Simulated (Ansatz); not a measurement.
V₃Si (A15, Cr3Si type)

```yaml
crystal:
  lattice:
    - [4.64987, 0.00000, 0.00000]
    - [0.00000, 4.64987, 0.00000]
    - [0.00000, 0.00000, 4.64987]
  atoms:
    - { symbol: V, position: [0.25000, 0.00000, 0.50000] }
    - { symbol: V, position: [0.75000, 0.00000, 0.50000] }
    - { symbol: V, position: [0.00000, 0.50000, 0.25000] }
    - { symbol: V, position: [0.00000, 0.50000, 0.75000] }
    - { symbol: V, position: [0.50000, 0.25000, 0.00000] }
    - { symbol: V, position: [0.50000, 0.75000, 0.00000] }
    - { symbol: Si, position: [0.00000, 0.00000, 0.00000] }
    - { symbol: Si, position: [0.50000, 0.50000, 0.50000] }
```

The slice is a {110} plane (indices of the conventional cell) through the point (0.000, 0.500, 0.750) (fractional), spanned by u = [100] and v = [011] in vectors of this cell: u (4.65 Å) and v (6.58 Å, at 90° to u). It covers one period; positions are fractions (u, v).

Level of theory: PBEsol (plane waves to 420 eV, PAW, scalar-relativistic; Ansatz, an electronic-structure program). k mesh 10×10×10. Inside the PAW spheres the values are not all-electron values, and peaks at nuclei hang on which shells count as valence. The PAW data are Ansatz's earlier set. V3Si is run without spin polarisation. V3Si was relaxed with its symmetry unable to fall.

**Question.** Predict the map of the electrostatic potential energy of an electron, from the cell's mean on the slice.

**Answer.** 
| v \ u | 0.00 | 0.15 | 0.30 | 0.45 | 0.60 | 0.75 | 0.90 |
|---|---|---|---|---|---|---|---|
| 0.93 | x | x | 8.7 | x | 3.8 | 7.9 | x |
| 0.86 | x | 7.3 | 8.8 | x | x | 10.0 | 3.9 |
| 0.79 | 10.4 | 10.2 | 8.6 | 4.3 | 5.6 | 9.3 | 10.3 |
| 0.71 | 10.7 | 6.2 | <3.0 | 8.2 | 6.9 | <3.0 | 8.5 |
| 0.64 | 9.4 | x | x | 8.2 | 5.1 | x | 5.2 |
| 0.57 | 9.1 | <3.0 | x | 9.1 | 6.7 | x | 6.0 |
| 0.50 | 6.7 | 6.9 | 7.7 | 10.8 | 10.0 | 7.0 | 7.0 |
| 0.43 | x | 6.6 | 10.3 | 7.9 | 8.8 | 10.2 | 3.6 |
| 0.36 | x | 5.9 | 7.0 | x | x | 9.0 | x |
| 0.29 | 3.5 | 8.5 | x | x | x | 7.0 | 6.4 |
| 0.21 | 8.2 | 10.5 | x | x | x | 7.6 | 9.6 |
| 0.14 | x | 7.3 | 7.3 | x | x | 9.4 | 3.7 |
| 0.07 | x | x | 10.2 | 7.0 | 8.4 | 8.6 | x |
| 0.00 | x | x | 9.7 | 7.3 | 8.7 | 7.0 | x |

Values: electrostatic potential energy of an electron, from the cell's mean, in eV. Points within 1 Å of a nucleus are blanked (x), as the pseudised field means little there. Values under 3 eV are set to 3. The zero, the cell's mean, hangs on the PAW cores.
